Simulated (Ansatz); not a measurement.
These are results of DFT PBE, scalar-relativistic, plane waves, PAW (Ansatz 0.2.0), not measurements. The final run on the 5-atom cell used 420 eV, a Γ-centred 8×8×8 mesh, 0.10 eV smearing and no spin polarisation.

Formation energies are uncorrected and count from the elements' standard states at the same level.

**Question.** Find a candidate tetragonal metal that holds S and 2 more elements, with a formation energy near −0.66 eV/atom and about 23 Å³ per atom, in a cell of 5 atoms. Its symmetry should be P4mm (No. 99).

**Answer.** CaPtS₃, space group P4mm (No. 99). Ca is surrounded by 4 S at 2.89 Å and 4 S at 3.24 Å; Pt has 5 S at 2.34–2.35 Å; around S on a site of symmetry 2mm lie 2 Pt at 2.35 Å and 2 Ca at 2.89 Å; around S on a site of symmetry 4mm lie 1 Pt at 2.34 Å and 4 Ca at 3.24 Å.

```xyz
5
Lattice="4.4479 0.0000 0.0000 0.0000 4.4479 0.0000 0.0000 0.0000 5.7037" Properties=species:S:1:pos:R:3 pbc="T T T"
Ca    2.2240    2.2240    2.2089
Pt    0.0000    0.0000    5.3185
S     0.0000    2.2240    0.3635
S     2.2240    0.0000    0.3635
S     0.0000    0.0000    2.9760
```

The volume per atom is 22.57 Å³. The density is 4.88 g/cm³, the energy over the elements is −0.66 eV/atom and the gap on the 8×8×8 mesh of the 5-atom cell is 0 eV (a metal).

The cell was found from a structure generator's guess, not taken from experiment. The answer needn't be unique; the calculation gave this one.

These runs have no spin–orbit coupling, which can matter for Pt. The reference form of S is held partly by dispersion forces, which this level lacks. Symmetry constrained the relaxation, so the result can be a saddle point.
